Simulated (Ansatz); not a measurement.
This cell of MgS (rock salt) is off equilibrium:

```
MgS
1.0
    0.00000     2.60157     2.60157
    2.60157     0.00000     2.60157
    2.60157     2.60157     0.00000
S Mg
1 1
Direct
  0.00000   0.00000   0.00000
  0.54997   0.45003   0.45003
```

All values below come from r2SCAN (plane waves to 500 eV, PAW, scalar-relativistic; Ansatz, a program for electronic structure). k mesh 9×9×9 (Γ-centred), Fermi-Dirac smearing 0.05 eV. E stands for the smeared free energy. Compression counts positive. MgS was relaxed with its symmetry unable to fall.

Predict the force on every atom, in eV/Å.


```
atom      Fx     Fy     Fz
----  ------  -----  -----
S1    -1.054  0.000  0.000
Mg2    1.054  0.000  0.000
```

Give the stress tensor in GPa and the pressure.


```
    8.4      0.0      0.0
    0.0     -0.5      0.0
    0.0      0.0     -0.5
```
The pressure, a third of the trace, is 2.4 GPa.

In it atom 2 sits (-0.260, 0.000, 0.000) Å away from its relaxed site. What is its energy relative to the relaxed cell?

116 meV/cell.

(A displaced cell: forces are minus the slopes of the energy, force constants its curvatures, and phonons follow from these.)
